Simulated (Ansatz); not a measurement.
## LaSb in the WC-type structure

Method: PBEsol, scalar-relativistic; no spin polarisation; PAW, 420 eV, Γ-centred 8×8×8 mesh, 0.05 eV Gaussian smearing; code Ansatz. The datasets are Ansatz's generated set soft_2.

```cif
data_structure
_symmetry_space_group_name_H-M 'P 1'
_symmetry_Int_Tables_number 1
_cell_length_a 4.4201
_cell_length_b 4.4201
_cell_length_c 4.0563
_cell_angle_alpha 90.000
_cell_angle_beta 90.000
_cell_angle_gamma 120.000
_cell_volume 68.63
loop_
_atom_site_label
_atom_site_type_symbol
_atom_site_fract_x
_atom_site_fract_y
_atom_site_fract_z
_atom_site_occupancy
La1 La 0.00000 0.00000 0.00000 1
Sb1 Sb 0.66667 0.33333 0.50000 1
```

This is a trial structure; measured cells of the compound in the Crystallography Open Database are in space group Fm-3m (rock salt).

Q: Which orbitals carry the states at the Fermi level, and how many states are there?

A: The filled and empty bands only just touch, so this is a zero-gap or semimetallic case rather than a good metal. Within 0.1 eV of it: La 5d 70 %, Sb 5p 23 % (shares among the projected shells). The density of states at the Fermi level is about 0.098 states/eV per cell, averaged over 0.3 eV.

Density of states (tetrahedra, averaged over 0.5 eV; states/eV per cell of 2 atoms; energy in eV from the Fermi level; projections on Löwdin-orthogonalised atomic orbitals, summed over sites):

```csv
E,total,Sb 5p,La 5d,La 4f,La 6s,La 5p
-3.60,0.02,0.01,0.00,0.00,0.00,0.00
-3.10,0.30,0.17,0.06,0.00,0.05,0.00
-2.60,2.68,1.50,0.78,0.02,0.26,0.05
-2.10,1.39,0.79,0.42,0.02,0.09,0.03
-1.60,1.62,0.99,0.46,0.04,0.06,0.04
-1.10,2.78,1.67,0.86,0.09,0.06,0.05
-0.60,3.03,1.84,0.92,0.17,0.02,0.05
-0.10,0.21,0.09,0.10,0.01,0.00,0.00
0.40,0.91,0.11,0.69,0.07,0.01,0.00
0.90,2.59,0.14,1.91,0.28,0.12,0.02
1.40,1.21,0.05,0.57,0.50,0.03,0.00
```

Formal charges La³⁺, Sb³⁻ balance and leave closed shells on every ion, yet the run finds no gap: the anions' valence bands overlap the cations' empty bands by 0.1 eV on the mesh. Semilocal functionals make gaps too small, by up to about 1 eV in such compounds, so the real crystal may have a narrow gap or be a semimetal.

No spin–orbit coupling, a notable omission for heavy elements.
